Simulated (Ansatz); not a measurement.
Ta2C: zone-centre modes under pressure

Ta2C, P-3m1, a = 3.077 Å, c = 4.888 Å. The structure is a COD entry; whether it is the stable form wasn't checked. Ansatz: LDA, PAW, 420 eV, Γ-centred 18×18×10 mesh on 3 atoms, Fermi-Dirac smearing 0.15 eV; no spin polarisation. Cell and atoms are relaxed at each pressure with the symmetry kept; optical modes at Γ by linear response, in cm⁻¹, matched by rank (the highest 3 distinct ones).

```
P (GPa) V (Å³/atom)     ω1     ω2     ω3
      0       13.361  220.0  655.3  674.0
      3       13.223  223.6  664.2  682.0
     10       12.924      ?      ?      ?
```

Question: Get each mode's Grüneisen parameter γ = −d ln ω/d ln V from the other rows and predict the missing frequencies.

Answer: ln(V/V0) = 0.0000, -0.0104, -0.0333; a line through ln(ω/ω0) of the 2 known rows gives ω1: γ = 1.561, predicted 231.7, computed 231.6; ω2: γ = 1.297, predicted 684.2, computed 684.2; ω3: γ = 1.135, predicted 700.0, computed 699.7. The worst miss is 0.1 %, or 1 % of the shift under pressure, so a constant γ serves at that level. In a metal these frequencies hang on the mesh and smearing.

Spin–orbit coupling is left out, which can shift energies with elements as heavy as these.